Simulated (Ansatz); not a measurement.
Input file for Ansatz (an electronic-structure program):

Ansatz 0.2 input:
```yaml
crystal:
  lattice:
    - [0.0, 2.5899704512, 2.5899704512]
    - [2.5899704512, 0.0, 2.5899704512]
    - [2.5899704512, 2.5899704512, 0.0]
  atoms:
    - { symbol: Mo, position: [0.0, 0.0, 0.0] }
    - { symbol: W, position: [0.5, 0.5, 0.5] }
kpoints:
  mp_grid: { grid: [14, 14, 14] }
hamiltonian:
  xc: pbesol
  pseudopotentials: { azcp: { folder: ./paw }, kind: paw }
scf:
  occupations: { method: fermi_dirac, width: 0.1 }
phonons:
  method: dfpt
  response_accuracy: low
  eigenvectors: true
  rigid_motions: translations
```

Output (shortened):

```
zone centre: on kpoints.mp_grid the ground state, and the responses unless they are solved on pairs of k-points, stand on 244 of the mesh's 2744 k-points, …
Pseudopotentials: kind: paw
Pseudopotential: Mo, paw, valence charge 14
Pseudopotential: W, paw, valence charge 14
Functional definition: PBEsol
Crystal: 2 atoms, lattice volume = 34.747 Å³
Basis set: ecut = 420 eV, 645 PW (Γ), exchange–correlation on 50×50×50 points (8 copies of the dense FFT grid, shifted against one another)
Bands: 18, of which v1, the nominal top of the filled ones, is band 14 counted from 1 (13 counted from 0)
Symmetry: 48 space group operations
k-points: 244 of 2744 (irreducible under 8 space group operations, time reversal used)
PAW frozen core: Mo, regenerated for the run's functional, and the local potential with it
PAW frozen core: W, regenerated for the run's functional, and the local potential with it
Initial density: superposition of atomic densities (chi_scale 0.1, normalization cell, long waves kept (reshape's long-wave potential 0.00 eV rms))
Initial wavefunctions: pseudopotential atomic-orbital guess
Eigensolver: davidson
Functional: x = pbesol(κ = 0.804, μ = 0.12345679012345678), c = pbesol(β = 0.046)
SCF iter   1: F=—  HF=-15153.068905 eV  |F-HF|=—  |Δ(HF+E_count)|=         —  Δρ=8.53e-2  dr2=2.95e0  ethr=3.10e-3  ⟨swp⟩=5.1  Hψ=41149  notcnv=0  defer=8
all-band conjugate gradients solve this SCF's bands
automatic band count: the SCF goes on with 22 bands, as 18 were too few: they end inside the smearing window of the response
preconditioner: auto → Kerker (q_TF=auto, 2.632 Å⁻¹)
SCF iter   2: F=—  HF=-15152.604185 eV  |F-HF|=—  |Δ(HF+E_count)|=   4.65e-1  Δρ=4.94e-2  dr2=9.76e-1  ethr=3.10e-3  ⟨swp⟩=2.0  Hψ=8838  notcnv=0  defer=214
SCF iter   3: F=—  HF=-15152.402663 eV  |F-HF|=—  |Δ(HF+E_count)|=   2.02e-1  Δρ=4.85e-3  dr2=4.93e-3  ethr=3.10e-3  ⟨swp⟩=2.0  Hψ=8215  notcnv=0  defer=214
SCF iter   4: F=—  HF=-15152.401972 eV  |F-HF|=—  |Δ(HF+E_count)|=   6.91e-4  Δρ=1.37e-3  dr2=8.80e-4  ethr=1.76e-5  ⟨swp⟩=2.3  Hψ=9210  notcnv=0  defer=191
SCF iter   5: F=—  HF=-15152.401805 eV  |F-HF|=—  |Δ(HF+E_count)|=   1.67e-4  Δρ=2.32e-4  dr2=2.17e-5  ethr=3.14e-6  ⟨swp⟩=2.4  Hψ=6723  notcnv=0  defer=191
SCF iter   6: F=—  HF=-15152.401801 eV  |F-HF|=—  |Δ(HF+E_count)|=   3.89e-6  Δρ=6.56e-5  dr2=1.88e-6  ethr=7.76e-8  ⟨swp⟩=2.1  Hψ=6359  notcnv=0  defer=191
SCF iter   7: F=—  HF=-15152.401800 eV  |F-HF|=—  |Δ(HF+E_count)|=   1.57e-6  Δρ=6.15e-6  dr2=8.66e-9  ethr=6.71e-9  ⟨swp⟩=1.0  Hψ=5242  notcnv=0  defer=191
SCF iter   8: F=—  HF=-15152.401800 eV  |F-HF|=—  |Δ(HF+E_count)|=  9.70e-10  Δρ=2.02e-6  dr2=1.82e-9  ethr=3.09e-11  ⟨swp⟩=2.1  Hψ=8505  notcnv=0  defer=191
SCF iter   9: F=-15152.401800 eV  HF=-15152.401800 eV  |F-HF|=1.82e-12  |Δ(HF+E_count)|=  2.16e-10  Δρ=1.86e-7  dr2=8.15e-12  ethr=1.00e-12  ⟨swp⟩=7.3  Hψ=25825  notcnv=0
SCF 1 converged in 9 iterations: F = -15152.401800 eV  dr2 = 8.15e-12
DFPT response loops at Γ: preconditioner auto → Kerker (q_TF=auto, 2.632 Å⁻¹) (partly filled bands, converged f_vac=0.000) …
SCF converged after 9 iterations
Free energy (F): -15152.401800 eV
Harris-Foulkes:  -15152.401800 eV  (|F-HF|=1.82e-12)
Internal energy: -15152.337118 eV  (E = F + TS)
E sigma→0 (E₀):  -15152.369459 eV
Entropy (-TS):   -0.064682 eV (-32.341 meV/atom)
Fermi energy:    19.126948 eV
--- Per-component energies (eV) ---
  E_band       = -205.848734
  E_kinetic    = 846.506420
  E_local      = -1575.941867  (includes V_loc(G=0)·N_el)
  E_nonlocal   = 130.825012
  E_hartree    = 584.576043
  E_xc         = -440.030469
  E_vxc        = -448.943890  (∫ρ·V_xc dr)
  E_paw        = -11606.857042  (= ΣΔE_a)
  E_vpaw       = -327.446731  (= ΣTr[D̂ρ^β])
  E_aug_tail   = 0.000197  (compensation charges beyond the density's cutoff)
  E_ewald      = -3091.846569
  E_core_change = 0.431158  (= ΣΔE_core)
  E_smearing   = -0.064682  (= −TS)
  E_closure    = 0.000000  (closes the sum)
  Σ components = -15152.401800   (vs F -15152.401800, Δ=0.00e0)
  [band-id]    e_kinetic+e_local+e_nonlocal+2·e_hartree+e_vxc+e_vpaw+e_augmentation_tail = -205.848773   (vs E_band -205.848734, Δ=-3.89e-5)
--- Band table (eV; the first three rows and the last of 244) ---
  k-point 0: bands = ["-54.7736", "-41.5312", "-19.0823", "-19.0823", "-19.0823", "-15.5790", "-15.5790", "-15.5790", "11.3992", "14.7260", "14.7260", "15.1355", "15.1355", "15.1355", "23.5705", "23.5705", "23.5705", "26.4213", "26.4213", "26.5833", "31.6561", "31.6561"]
  k-point 1: bands = ["-54.7734", "-41.5312", "-19.0819", "-19.0798", "-19.0798", "-15.5896", "-15.5858", "-15.5858", "11.5269", "14.8113", "14.8113", "15.1330", "15.2182", "15.2182", "23.4070", "23.4568", "23.4568", "25.9885", "25.9885", "26.8038", "31.0574", "32.0663"]
  k-point 2: bands = ["-54.7727", "-41.5314", "-19.0807", "-19.0727", "-19.0727", "-15.6190", "-15.6048", "-15.6048", "11.9018", "15.0649", "15.0649", "15.1366", "15.4641", "15.4641", "22.9540", "23.1190", "23.1190", "24.9792", "24.9792", "27.4279", "29.6036", "32.9619"]
  k-point 243: bands = ["-54.7676", "-41.5279", "-19.2361", "-19.2109", "-19.0467", "-15.7256", "-15.5413", "-15.5347", "14.7833", "15.4283", "15.7340", "16.1500", "17.8852", "19.6167", "20.0214", "20.5322", "21.7001", "22.4193", "22.5366", "23.3038", "27.7787", "28.6858"]
  band table: 22 of 22 bands, residual norms ≤ 1.0e-3 eV
--- Phonons (Γ-DFPT): 2 representative perturbations + reference, on 244 of 2744 k-points (Σ response iterations 4) ---
  k mesh reduced under 8 symmetry operations, with k and −k counted as one. Each operation leaves every solved perturbation unchanged …
  ASR residual: 1.061e-3 → 0.000e0 eV/Å²; symmetrization residual: 2.167e-5 eV/Å²
  ASR residual per site (eV/Å²): 9.59e-4 1.06e-3
  Γ frequencies (cm⁻¹): 0.00 0.00 0.00 187.23 187.23 187.23
  non-analytic LO–TO correction: not included (Born effective charges unavailable; polar crystals: no LO–TO splitting at Γ)
```

Cost: very roughly 29 core-seconds on shared cores.

Space group Fm-3m (rock salt). The start of the workflow was typed in or built on a structure type; neither database checked (COD, Materials Project) lists it. Whether it is the stable phase at ambient conditions was not checked. The PBEsol relaxation kept the symmetry of its start. At this level the phase is mechanically unstable. The run is not spin-polarised. Its formation energy is positive at this level, so the cell may be metastable or incomplete. As this level gives no gap, phonon frequencies hold no LO–TO term and depend on the k-mesh and smearing (Fermi–Dirac, 0.1 eV here). Spin–orbit coupling is left out wherever it is not named.

Potentials: the earlier of the program's two PAW sets. The files were generated under PBE; for other functionals the program regenerates the frozen cores, and for LDA and PBEsol the local potential too.

Ansatz is a plane-wave DFT program.
